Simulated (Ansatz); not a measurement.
Relaxed-ion elastic tensor of GaGe5Si26 in space group C2 (No. 5; Pearson symbol mS64) in GPa (Voigt order), PBE (plane waves, PAW; program Ansatz); density 2.87 g/cm³, 21.01 Å³ per atom.

```
 157  55.9  32.5   0.0   0.0   0.0
55.9   134  56.0   0.0  -0.2   0.0
32.5  56.0   157   0.0   0.0   0.0
 0.0   0.0   0.0  61.9   0.0   0.3
 0.0  -0.2   0.0   0.0  39.2   0.0
 0.0   0.0   0.0   0.3   0.0  62.0
```

Task: Is the crystal mechanically stable?

Result: Yes: the smallest eigenvalue of C is 39.2 GPa.

Task: Work out the Voigt, Reuss and Hill averages.

Result: K_V = 81.9, K_R = 81.9, K_H = 81.9; G_V = 52.9, G_R = 50.2, G_H = 51.5 GPa.

Task: Give Young's modulus, Poisson's ratio, Pugh's ratio and the universal anisotropy index.

Result: E = 9KG/(3K + G) = 128 GPa; ν = 0.24; K/G = 1.59 (brittle by the Pugh limit of 1.75); A_U = 5G_V/G_R + K_V/K_R − 6 = 0.26.

Task: Estimate the sound speeds and the Debye temperature.

Result: v_l = √((K + 4G/3)/ρ) = 7240 m/s, v_t = √(G/ρ) = 4240 m/s, mean 4700 m/s; Θ = (h/k)(3n/4πV)^(1/3) v_m = 507 K.

Task: Solve the Christoffel equation for the three sound speeds along x, y, z.

Result: Eigenvalues of C_ijkl n_j n_l equal ρv². In km/s, slowest first: x 3.69, 4.65, 7.40; y 4.64, 4.65, 6.83; z 3.69, 4.64, 7.40.

Task: How much does each axis shrink under pressure?

Result: Linear compressibilities β_i = Σ_j S_ij (j = 1 to 3): x 4.1, y 4.1, z 4.1 per TPa.

The start of the workflow was typed in or built on a structure type; neither database checked (COD, Materials Project) lists it. Whether it is the stable phase at ambient conditions was not checked. Symmetry was held in the PBE relaxation; whether a distortion lowers the energy is not shown. As this level gives no gap, shear constants depend on the k-mesh and smearing (Fermi–Dirac, 0.1 eV here).

Potentials: the later of the program's two PAW sets.
